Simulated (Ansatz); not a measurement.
Level of theory: DFT PBE, scalar-relativistic, plane waves, PAW in Ansatz 0.2.0. All cells share a 420 eV cutoff and Γ-centred k meshes spaced at most about 0.3 Å⁻¹ (about 0.25 or finer for metals, 2π included). No spin polarisation in the final relaxations.

Temperature and zero-point effects are left out. All come from trial cells, and lower structures may exist.

Question: Which of these relaxed structures of LiSi₂N₂ is the lowest in energy?
A.

Space group I4/mmm (No. 139). a = 3.662 Å, b = 3.662 Å, c = 7.487 Å, α = 90.00°, β = 90.00°, γ = 90.00°
| atom | site | symmetry | x | y | z |
| --- | --- | --- | --- | --- | --- |
| Li | 2a | 4/mmm | 0.0000 | 0.0000 | 0.0000 |
| Si | 4e | 4mm | 0.0000 | 0.0000 | 0.3377 |
| N | 4d | -4m2 | 0.0000 | 0.5000 | 0.2500 |

B.

Space group Pm (No. 6). a = 4.933 Å, b = 2.887 Å, c = 8.536 Å, α = 90.00°, β = 91.41°, γ = 90.00°
```csv
atom,site,symmetry,x,y,z
Li,1b,m,0.4671,0.5000,0.0263
Li,1a,m,0.0153,0.0000,0.0052
Si,1b,m,0.8206,0.5000,0.2781
Si,1a,m,0.3218,0.0000,0.2742
Si,1a,m,0.6754,0.0000,0.5995
Si,1b,m,0.1823,0.5000,0.7484
N,1b,m,0.8455,0.5000,0.6556
N,1a,m,0.3544,0.0000,0.6765
N,1a,m,0.6593,0.0000,0.3829
N,1b,m,0.1582,0.5000,0.3533
```

C.

Space group Immm (No. 71). a = 2.907 Å, b = 3.918 Å, c = 7.812 Å, α = 90.00°, β = 90.00°, γ = 90.00°
```tsv
atom	site	symmetry	x	y	z
Li	2c	mmm	0.5000	0.5000	0.0000
Si	4i	mm2	0.0000	0.0000	0.8499
N	4j	mm2	0.5000	0.0000	0.6923
```

D.

Space group P-3m1 (No. 164). a = 2.895 Å, b = 2.895 Å, c = 9.459 Å, α = 90.00°, β = 90.00°, γ = 120.00°
| atom | site | symmetry | x | y | z |
| --- | --- | --- | --- | --- | --- |
| Li | 1a | -3m. | 0.0000 | 0.0000 | 0.0000 |
| Si | 2d | 3m. | 0.3333 | 0.6667 | 0.2452 |
| N | 2d | 3m. | 0.3333 | 0.6667 | 0.6904 |

Answer: B. It has space group Pm (No. 6); the next, C, with space group Immm (No. 71), lies 152 meV/atom higher. The shortest distance is 1.73 Å (Si–N) in the lowest and 1.90 Å (Si–N) in the next. The next holds Si–Si pairs (shortest 2.35 Å); in the lowest the shortest Si–Si distance is 2.85 Å, near bonding range too.

Weakly bound directions are ill-defined at this level, which has no dispersion term (P-3m1), and this can change margins and order among such cells. In Immm, P-3m1, I4/mmm an odd number of electrons in the primitive cell allows no gap without spin; a larger cell or a magnetic state could open one. Cells relaxed within their symmetry can be saddle points. The Pm cell of LiSi2N2 came from shaking the P-3m1 one. The Immm cell of LiSi2N2 came from shaking the I4/mmm one. Some structure types and database cells were kept out of the candidates from the start, so a known form may be missing.
